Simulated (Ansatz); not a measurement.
### Question
Volume from LDA minus that from PBEsol (% of the latter), each on its own relaxed cell (Ansatz, a first-principles code, plane waves, PAW; no spin–orbit coupling, no Hubbard U), over 28 phases of the class «phosphides, arsenides and antimonides»: what sign and size do you expect?

### Answer
Mean -2.6 %, median -2.6 %, mean absolute 2.6 %; eight in ten lie between -3.2 and -1.9 %, and 0 % are above zero.

Some cases that may be named, with their rank among the 28 from the lowest: CaZn2Sb2, P-3m1 (Ca on 1a, Zn on 2d, Sb on 2d) -3.9 % (rank 1); LuSb, rock salt -3.4 % (rank 3); InGaP2, R3m (In on 3a, Ga on 3a, P on 3a, P on 3a) -2.6 % (rank 15); GaSb, I-4m2 (Ga on 2d, Sb on 2a) -2.6 % (rank 16); P2W, Cmc2_1 (P on 4a, P on 4a, W on 4a) -1.5 % (rank 27); MoP2, Cmc2_1 (Mo on 4a, P on 4a, P on 4a) -1.4 % (rank 28).

The phases are those computed here (of each formula those with measured values and the lowest at some level), not a balanced benchmark, and neither functional is the truth. Pairs that end in unlike spin orders or unlike minima (c/a over 6 % apart, 30 % for weakly bound crystals), magnets with 4f shells, solids of gases and phases set aside for tests are left out.

Not the usual ambient phase: GaSb, I-4m2 (Ga on 2d, Sb on 2a). Standing as an ambient phase not checked: CaZn2Sb2, P-3m1 (Ca on 1a, Zn on 2d, Sb on 2d); LuSb, rock salt; InGaP2, R3m (In on 3a, Ga on 3a, P on 3a, P on 3a); P2W, Cmc2_1 (P on 4a, P on 4a, W on 4a); MoP2, Cmc2_1 (Mo on 4a, P on 4a, P on 4a). Perhaps ordered models of mixed-site phases: InGaP2, R3m (In on 3a, Ga on 3a, P on 3a, P on 3a). All cells were relaxed under the symmetry of their starts (and spin orders); stability against distortions was not tested throughout. Named crystals with no word on spin ran without spin polarisation. Scalar-relativistic: spin–orbit coupling is off unless named, which matters more the heavier the elements.

Potentials: the later of the program's two PAW sets.

Ansatz is a plane-wave DFT program.
